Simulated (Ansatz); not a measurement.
Data:

Zn2SnO4:
```
CELL_PARAMETERS angstrom
      6.21731     0.00000     0.00000
      0.00000     6.21731     0.00000
      0.00000     0.00000     8.74274
ATOMIC_POSITIONS crystal
  Sn 0.50000 0.23441 0.00000
  Sn 0.76559 0.50000 0.25000
  Sn 0.50000 0.76559 0.50000
  Sn 0.23441 0.50000 0.75000
  Zn 0.25351 0.25351 0.37500
  Zn 0.74649 0.25351 0.62500
  Zn 0.74649 0.74649 0.87500
  Zn 0.25351 0.74649 0.12500
  Zn 0.00000 0.22533 0.00000
  Zn 0.77467 0.00000 0.25000
  Zn 0.00000 0.77467 0.50000
  Zn 0.22533 0.00000 0.75000
  O  0.98910 0.74465 0.25578
  O  0.25535 0.98910 0.50578
  O  0.01090 0.25535 0.75578
  O  0.74465 0.01090 0.00578
  O  0.98910 0.25535 0.24422
  O  0.25535 0.01090 0.99422
  O  0.01090 0.74465 0.74422
  O  0.74465 0.98910 0.49422
  O  0.52200 0.25721 0.23978
  O  0.74279 0.52200 0.48978
  O  0.47800 0.74279 0.73978
  O  0.25721 0.47800 0.98978
  O  0.52200 0.74279 0.26022
  O  0.74279 0.47800 0.01022
  O  0.47800 0.25721 0.76022
  O  0.25721 0.52200 0.51022
```

This is the PBE-relaxed structure. x, y and z are the axes in which the lattice vectors are written.

All from PBE in the plane-wave PAW code Ansatz, unless another level is named. Estimate the band gap.

1.25 eV (smallest direct gap 1.25 eV).

Predict the conduction-band minimum.

at Γ.

And the weight of the valence-edge state by species (Voronoi cells)?

O 77 %, Zn 23 %.

Predict the weight of the conduction-edge state by species (Voronoi cells).

O 52 %, Zn 32 %, Sn 16 %.

What about the valence-band maximum?

off the standard path, at k = (-0.021, 0.000, 0.375).

Space group P4_122. The start of the workflow was typed in or built on a structure type; neither database checked (COD, Materials Project) lists it. Whether it is the stable phase at ambient conditions was not checked. The cell was relaxed with PBE under the symmetry of its start; whether a distortion lowers the energy is not shown. Spin–orbit coupling is left out wherever it is not named.

Potentials: the later of the program's two PAW sets.
